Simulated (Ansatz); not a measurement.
CaI2:
```cif
data_CaI2
_chemical_formula_sum 'Ca1 I2'
_space_group_name_H-M_alt 'P-3m1'
_space_group_IT_number 164
_space_group_name_Hall '-P 3 2"'
_cell_length_a 4.48979
_cell_length_b 4.48979
_cell_length_c 7.05712
_cell_angle_alpha 90.000
_cell_angle_beta 90.000
_cell_angle_gamma 120.000
loop_
_atom_site_label
_atom_site_type_symbol
_atom_site_symmetry_multiplicity
_atom_site_Wyckoff_symbol
_atom_site_fract_x
_atom_site_fract_y
_atom_site_fract_z
_atom_site_occupancy
Ca1 Ca 1 a 0.00000 0.00000 0.00000 1
I1 I 2 d 0.33333 0.66667 0.25021 1
```

Relaxed with r²SCAN+D4. Plane-wave PAW r²SCAN+D4 (Ansatz code) gives a gap of 4.02 eV.

Question: What gap does HSE06 give on the same cell (Ansatz, PAW)?

Answer: 4.63 eV, 0.62 eV more. The hybrid was solved on a coarser mesh and at special points; its gap is the smallest among all of these.

```csv
k,v1 r²SCAN+D4,c1 r²SCAN+D4,v1 HSE06,c1 HSE06
Γ,0.00,4.88,(withheld),(withheld)
A,-0.34,4.89,(withheld),(withheld)
K,-1.17,5.06,(withheld),(withheld)
H,-0.73,5.33,(withheld),(withheld)
M,-0.84,4.02,-0.87,4.63
L,-0.70,4.15,-0.75,4.81
```

Question: Top valence (v1) and lowest conduction level (c1) in eV from each method's valence maximum (which need not be a listed point): supply the withheld HSE06 values.

Answer: 
- Γ, v1 HSE06: 0.00
- Γ, c1 HSE06: 5.21
- K, v1 HSE06: -1.25
- K, c1 HSE06: 5.77
- A, v1 HSE06: -0.35
- A, c1 HSE06: 5.52
- H, v1 HSE06: -0.76
- H, c1 HSE06: 6.09

Cost on shared cores: the r²SCAN+D4 run (SCF on a 7×7×4 mesh, then bands and DOS) very roughly 70 core-seconds, the HSE06 run (SCF on 5×5×3, then a few points) about 2.3 core-minutes (a rough figure); the tasks are unlike.

The first step of the workflow began from a Materials Project structure, measured or hypothetical; the Crystallography Open Database files this formula in space group No. 164, but the cells were not matched. Whether it is the stable phase at ambient conditions was not checked. The cell was relaxed with r²SCAN+D4 under the symmetry of its start; phonons on a q-mesh show no instability. Spin–orbit coupling is left out wherever it is not named.

Potentials: the later of the program's two PAW sets.
